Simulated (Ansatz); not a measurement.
Suppose CsHf₂B₄ takes space group P6/mmm (No. 191), with Cs on 1a; Hf on 2e; B on 4h.

Theory: Ansatz 0.2.0, DFT PBE, scalar-relativistic, plane waves, PAW. Cutoff 420 eV, Γ-centred mesh, Gaussian smearing, no spin polarisation.

Formation energies are uncorrected and refer to the elements' standard structures at the same level.

Question: Predict the relaxed structure.

Answer:

Space group P6/mmm (No. 191). a = 3.218 Å, b = 3.218 Å, c = 11.815 Å, α = 90.00°, β = 90.00°, γ = 120.00°
```tsv
atom	site	symmetry	x	y	z
Cs	1a	6/mmm	0.0000	0.0000	0.0000
Hf	2e	6mm	0.0000	0.0000	0.6331
B	4h	3m.	0.3333	0.6667	0.2372
```

Around Cs lie 6 Cs at 3.22 Å, 12 B at 3.36 Å and 2 Hf at 4.34 Å; around Hf lie 6 B at 2.41 Å, 7 Hf at 3.14–3.22 Å, 6 B at 4.02 Å and 1 Cs at 4.34 Å; B has 3 B at 1.86 Å, 3 Hf at 2.41 Å, 6 B at 3.22 Å and 3 Cs at 3.36 Å. Another local minimum with the same sites may exist.

Question: And its energy and gap?

Answer: The energy over the elements is −0.05 eV/atom and the gap on the 12×12×4 mesh of the 7-atom cell is 0 eV (a metal). It lies below the elements, which doesn't yet make it stable against other compounds or structures.

The last run used Gaussian smearing of 0.10 eV. Spin–orbit coupling, which can matter for Hf, is left out. The cell is a metal run without spin; a magnetic state may lie lower. Symmetry constrained the relaxation, so the result can be a saddle point.
